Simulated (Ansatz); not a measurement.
Sn₄Pd (space group Ccce)

```
CELL_PARAMETERS angstrom
      3.22131    -5.71110     0.00000
      3.22131     5.71110     0.00000
      0.00000     0.00000     6.39775
ATOMIC_POSITIONS crystal
  Sn 0.20610 0.45789 0.33095
  Sn 0.79390 0.54211 0.33095
  Sn 0.45789 0.20610 0.66905
  Sn 0.54211 0.79390 0.66905
  Sn 0.29390 0.04211 0.16905
  Sn 0.70610 0.95789 0.16905
  Sn 0.04211 0.29390 0.83095
  Sn 0.95789 0.70610 0.83095
  Pd 0.50000 0.50000 0.00000
  Pd 0.00000 0.00000 0.50000
```

This relaxed cell (volume V₀) is scaled evenly in all directions, its shape held. The atoms relax within the cell's symmetry.

These are PBEsol (plane waves to 420 eV, PAW, scalar-relativistic; Ansatz, a quantum-chemistry and plane-wave program) values and carry that method's errors. k mesh 8×8×8 (Γ-centred), Fermi-Dirac smearing 0.05 eV. Energies are smeared free energies. Stress and pressure are positive under compression. With the shape held, the modulus is that of even scaling; a crystal free to change shape is softer. Sn4Pd is run without spin polarisation. Sn4Pd was relaxed with its symmetry unable to fall. ΔE is measured from the relaxed starting cell. The last digit holds for this mesh only.

```json
[
 {"V (Å³/atom)": "22.128", "ΔE (meV/atom)": "20.7"},
 {"V (Å³/atom)": "22.481", "ΔE (meV/atom)": "11.2"},
 {"V (Å³/atom)": "22.834", "ΔE (meV/atom)": "withheld"},
 {"V (Å³/atom)": "23.187", "ΔE (meV/atom)": "1.1"},
 {"V (Å³/atom)": "23.540", "ΔE (meV/atom)": "0.0"},
 {"V (Å³/atom)": "23.893", "ΔE (meV/atom)": "1.1"},
 {"V (Å³/atom)": "24.246", "ΔE (meV/atom)": "4.3"},
 {"V (Å³/atom)": "24.599", "ΔE (meV/atom)": "9.4"},
 {"V (Å³/atom)": "24.953", "ΔE (meV/atom)": "16.0"}
]
```

Fit a third-order Birch-Murnaghan form (E₀, V₀, B₀, B₀′ free) to the given rows and predict ΔE at V = 22.834.

Least squares on the 8 given rows: ΔE = E₀ + (9V₀B₀/16)·y²·[2 + (B₀′ − 4)y], y = (V₀/V)^(2/3) − 1, with V₀ = 23.532 Å³/atom, B₀ = 68.70 GPa (160.2 GPa = 1 eV/Å³; the term in eV is multiplied by 1000), B₀′ = 5.99, E₀ = -0.01 meV/atom; root-mean-square residual 0.03 meV/atom. At 22.834 the fit gives 4.8 meV/atom; the calculation gives 4.8 meV/atom, the same to the digits shown. For the pressure the fit gives 2.3 GPa against the computed 2.3 GPa.

(Under strain, the slope of the energy per volume gives the stress and its curvature an elastic modulus.)
